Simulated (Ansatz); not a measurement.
### Question
Hg (simple rhombohedral, R-3m) is relaxed with PBE+D3(BJ) (plane waves, PAW; program Ansatz). What lattice parameters of the conventional cell result?

### Answer
a = 3.575 Å, c = 6.765 Å.

The PBE+D3(BJ) relaxation kept the symmetry of its start. At this level the phase is mechanically unstable. The substance is a gas or liquid at ambient conditions; this is its low-temperature solid. The pairwise dispersion correction was not fitted to metals. Axis ratios of metals converge slowly with the k-mesh, so a and c are less sure than the volume. Scalar-relativistic: spin–orbit coupling is off unless named, which matters more the heavier the elements.

Potentials: the later of the program's two PAW sets.
